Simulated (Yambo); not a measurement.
BSE-type run in Yambo on ZnO (space group P4_2/mnm, No. 136), at zero momentum.

Quantum ESPRESSO step (PBEsol, PseudoDojo standard norm-conserving files, scalar-relativistic):
```
&CONTROL
  calculation = 'nscf'
  pseudo_dir = './pseudo'
  outdir = './out'
/
&SYSTEM
  ibrav = 0
  nat = 8
  ntyp = 2
  ecutwfc = 84.0
  ecutrho = 336.0
  occupations = 'fixed'
  force_symmorphic = .true.
  nbnd = 92
/
&ELECTRONS
  conv_thr = 8e-09
  diago_full_acc = .true.
  diago_thr_init = 1e-08
/
ATOMIC_SPECIES
O 15.9990 O.upf
Zn 65.3800 Zn.upf
CELL_PARAMETERS angstrom
  5.517570000000   0.000000000000   0.000000000000
  0.000000000000   5.517570000000   0.000000000000
  0.000000000000   0.000000000000   3.258780000000
ATOMIC_POSITIONS crystal
O   0.817250000000   0.182750000000   0.500000000000
O   0.182750000000   0.817250000000   0.500000000000
O   0.317250000000   0.317250000000   0.000000000000
O   0.682750000000   0.682750000000   0.000000000000
Zn   0.181970000000   0.181970000000   0.500000000000
Zn   0.818030000000   0.818030000000   0.500000000000
Zn   0.318030000000   0.681970000000   0.000000000000
Zn   0.681970000000   0.318030000000   0.000000000000
K_POINTS automatic
4 4 8 0 0 0
```

Yambo input:
```
rim_cut
optics
bse
bss
dipoles
RandQpts= 1000000
RandGvec= 1 Ry
FFTGvecs= 40 Ry
BSKmod= "HARTREE"
BSEmod= "resonant"
BSSmod= "hs"
BSENGexx= 15 Ry
% KfnQP_E
 1.188 | 1.0 | 1.0 |
%
% BSEQptR
 1 | 1 |
%
% BSEBands
 36 | 56 |
%
% BEnRange
 0.0 | 7.6 | eV
%
% BDmRange
 0.15 | 0.15 | eV
%
BEnSteps= 152
% BLongDir
 1.0 | 0.0 | 0.0 |
%
BSHayTrs= -0.02
BSSNEig= 24
WRbsWF
```

From the report:

The dimension is k points × valence × conduction bands = 128 × 17 × 4 = 8704.
```
  [SLEPC] Approach                          : Krylov-Schur
  [SLEPC] Number of requested eigenvalues   :  24
  [SLEPC] Number of eigenvalues        [NEV]:  24
   [K] Dimension                                    :   8704
   [K] Bands                                        :   36   56
   [K] Exchange res                                 : yes
   [K] Correlation res                              : no
   [K] W interaction is bare                        : no
   [K] RL vectors exchange                          :   671
```

Geometry of the Materials Project entry, not relaxed at this level.

This is not the ordinary phase of the substance; no match was found in the copy of COD used, and its stability was not checked.

With a shallow 3d shell G0W0 needs far more bands and larger blocks than here, so the scissor is uncertain by tenths of an eV or more.
